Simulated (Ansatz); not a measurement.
TaAs:
```
CELL_PARAMETERS angstrom
     -1.71432     1.71432     5.79131
      1.71432    -1.71432     5.79131
      1.71432     1.71432    -5.79131
ATOMIC_POSITIONS crystal
  Ta 0.99899 0.99899 0.00000
  Ta 0.74899 0.24899 0.50000
  As 0.41701 0.41701 0.00000
  As 0.16701 0.66701 0.50000
```

Relaxed with PBEsol. Special points in fractions of this cell's reciprocal vectors: Γ (0.000, 0.000, 0.000); X (0.000, 0.000, 0.500); P (0.250, 0.250, 0.250); N (0.000, 0.500, 0.000); M (0.500, 0.500, -0.500); S (0.272, 0.728, -0.272); S0 (-0.272, 0.272, 0.272); R (-0.044, 0.044, 0.500); G (0.500, 0.500, -0.044).

Problem. List the band energies nearest the Fermi level at these points for PBEsol (plane waves, PAW; program Ansatz).

Solution. In eV from the Fermi level; about four levels below and three above (degenerate sets whole), none deeper than 8.9 eV; points with the same levels are listed once.

```
k                    below                above
-  -----------------------  -------------------
Γ  -2.42 -1.98 -1.67 -1.67       0.89 1.60 2.41
X  -3.22 -3.22 -1.16 -1.16  2.85 2.85 3.15 3.15
P  -3.23 -3.23 -1.16 -1.16  2.86 2.86 3.15 3.15
N  -2.52 -2.33 -1.61 -0.24       0.11 1.41 2.32
M  -2.90 -2.90 -0.95 -0.95  1.22 1.22 2.37 2.37
S  -2.49 -2.47 -1.78 -0.14       0.13 1.77 2.17
R  -3.19 -3.19 -1.18 -1.18  2.70 2.70 3.06 3.06
```

Space group I4_1md. The cell was relaxed with PBEsol under the symmetry of its start. The run is not spin-polarised. A small band overlap can be real or an error of a semilocal functional. The Fermi level of a semimetal is unsure by some 0.05 eV on such meshes. Spin–orbit coupling is left out wherever it is not named.

Potentials: the later of the program's two PAW sets.
